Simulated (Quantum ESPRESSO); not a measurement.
# Band energies of TlBr

```
TlBr
1.0
    3.99991     0.00000     0.00000
    0.00000     3.99991     0.00000
    0.00000     0.00000     3.99991
Br Tl
1 1
Cartesian
  1.99995   1.99995   1.99995
  0.00000   0.00000   0.00000
```

LDA (Quantum ESPRESSO, PseudoDojo norm-conserving, 62 Ry, no spin-orbit coupling); path ΓXMΓRX,MR; energies in eV from the valence-band maximum.

```csv
k (1/Å),point,band 6,band 7,band 8,band 9,band 10,band 11,band 12,band 13
0.00,Γ,-9.81,-4.75,-1.21,-1.21,-1.21,6.93,7.04,7.04
0.34,,-9.81,-5.06,-1.03,-1.03,-0.98,4.40,6.50,6.50
0.67,,-9.80,-5.50,-0.73,-0.73,-0.16,1.99,5.71,5.71
0.79,X,-9.80,-5.54,-0.71,-0.71,0.00,1.71,5.64,5.64
1.01,,-9.81,-5.37,-1.32,-0.69,-0.39,2.40,5.30,5.85
1.35,,-9.78,-4.48,-2.56,-1.99,-0.64,4.11,4.80,6.77
1.57,M,-9.76,-3.84,-2.84,-2.84,-0.62,4.74,4.74,7.20
1.68,,-9.76,-4.07,-2.81,-2.52,-0.62,4.55,4.76,7.08
2.02,,-9.84,-4.93,-2.34,-0.74,-0.66,3.41,5.11,6.38
2.35,,-9.82,-4.98,-1.60,-1.03,-0.59,4.77,5.80,6.60
2.68,Γ,-9.81,-4.75,-1.21,-1.21,-1.21,6.93,7.04,7.04
2.97,,-9.82,-4.93,-1.37,-1.37,-0.60,5.44,5.99,5.99
3.26,,-9.82,-4.91,-1.67,-1.67,-0.28,4.56,4.81,4.81
3.56,,-9.82,-4.24,-1.85,-1.85,-1.26,3.37,3.37,4.73
3.85,,-9.76,-3.14,-1.89,-1.84,-1.84,2.29,2.29,2.80
4.04,R,-9.75,-2.87,-1.82,-1.82,-1.82,2.05,2.05,2.05
4.14,,-9.75,-2.94,-1.87,-1.85,-1.80,2.10,2.15,2.26
4.45,,-9.78,-3.91,-2.07,-1.73,-1.55,2.77,3.22,4.43
4.75,,-9.82,-4.98,-1.72,-1.09,-0.92,3.24,4.11,6.33
5.05,,-9.81,-5.51,-0.83,-0.74,-0.08,1.88,5.50,5.75
5.15,X,-9.80,-5.54,-0.71,-0.71,0.00,1.71,5.64,5.64
5.15,M,-9.76,-3.84,-2.84,-2.84,-0.62,4.74,4.74,7.20
5.25,,-9.76,-3.81,-2.81,-2.81,-0.68,4.61,4.61,6.75
5.55,,-9.75,-3.44,-2.41,-2.41,-1.28,3.32,3.32,4.00
5.94,R,-9.75,-2.87,-1.82,-1.82,-1.82,2.05,2.05,2.05
```

The LDA gap is direct, 1.71 eV at X.

Spin-orbit coupling is left out; with 6p states at a band edge it can lower the gap by many tenths of an eV, most of a small gap.

Geometry of the Materials Project entry, not relaxed at this level.
